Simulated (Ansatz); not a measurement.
ZrBr:
```cif
data_Br6Zr6
_chemical_formula_sum 'Zr6 Br6'
_space_group_name_H-M_alt 'R-3m :H'
_space_group_IT_number 166
_space_group_name_Hall '-R 3 2"'
_cell_length_a 3.52563
_cell_length_b 3.52563
_cell_length_c 28.45831
_cell_angle_alpha 90.000
_cell_angle_beta 90.000
_cell_angle_gamma 120.000
loop_
_atom_site_label
_atom_site_type_symbol
_atom_site_symmetry_multiplicity
_atom_site_Wyckoff_symbol
_atom_site_fract_x
_atom_site_fract_y
_atom_site_fract_z
_atom_site_occupancy
Zr1 Zr 6 c 0.00000 0.00000 0.20766 1
Br1 Br 6 c 0.00000 0.00000 0.39282 1
```
(The calculation used a cell of 4 atoms; values per cell refer to that cell.)

Relaxed with r²SCAN+D4.

### Question
Which orbitals make up the states near the Fermi level in the program Ansatz at the r²SCAN+D4 level (PAW)?

### Answer
Within 0.5 eV of the Fermi level: Zr 4d 93 %. Projections are on Löwdin-orthogonalised atomic valence shells; empty p or d shells of many metals are not among them.

### Question
Tabulate the density of states.

### Answer
States/eV per cell of 4 atoms, in 0.25 eV bins, energy from the Fermi level.

```csv
E (eV),total,Zr 4d,Br 4p,Zr 5s
-7.55,0.00,0.00,0.00,0.00
-7.30,1.86,0.17,1.56,0.10
-7.05,3.91,0.36,3.26,0.21
-6.80,4.82,0.47,4.04,0.23
-6.55,2.67,0.26,2.23,0.12
-6.30,1.67,0.12,1.27,0.20
-6.05,6.39,0.60,5.12,0.42
-5.80,3.95,0.46,3.21,0.15
-5.55,7.20,0.91,5.92,0.14
-5.30,2.44,0.28,2.06,0.05
-5.05,2.96,0.35,2.52,0.04
-4.80,4.05,0.49,3.49,0.03
-4.55,2.88,0.36,2.47,0.02
-4.30,2.33,0.31,2.00,0.01
-4.05,0.87,0.11,0.75,0.00
-3.80,0.00,0.00,0.00,0.00
-3.55,0.00,0.00,0.00,0.00
-3.30,0.00,0.00,0.00,0.00
-3.05,0.04,0.00,0.01,0.02
-2.80,0.32,0.03,0.10,0.14
-2.55,2.55,0.95,0.59,0.84
-2.30,4.39,3.05,0.43,0.74
-2.05,2.61,2.25,0.18,0.12
-1.80,3.45,2.74,0.17,0.39
-1.55,4.59,3.53,0.30,0.40
-1.30,3.73,2.89,0.31,0.26
-1.05,0.89,0.77,0.05,0.04
-0.80,0.56,0.50,0.03,0.02
-0.55,0.41,0.37,0.02,0.01
-0.30,0.31,0.29,0.01,0.00
-0.05,0.49,0.47,0.02,0.00
0.20,2.56,2.39,0.05,0.02
0.45,3.47,3.14,0.18,0.02
0.70,8.19,6.96,0.87,0.07
0.95,3.97,3.41,0.37,0.03
1.20,3.03,2.57,0.30,0.02
1.45,2.28,1.92,0.21,0.03
1.70,3.79,3.28,0.27,0.05
1.95,3.34,2.85,0.25,0.06
2.20,3.03,2.55,0.23,0.05
2.45,2.32,1.96,0.14,0.05
2.70,2.49,2.14,0.12,0.07
2.95,3.30,2.87,0.14,0.08
```

The workflow started from an entry of the Crystallography Open Database (COD). Its standing as an ambient phase is unchecked. Symmetry was held in the r²SCAN+D4 relaxation; whether a distortion lowers the energy is not shown. No spin polarisation was allowed. Scalar-relativistic: spin–orbit coupling is off unless named, which matters more the heavier the elements.

Potentials: the later of the program's two PAW sets.
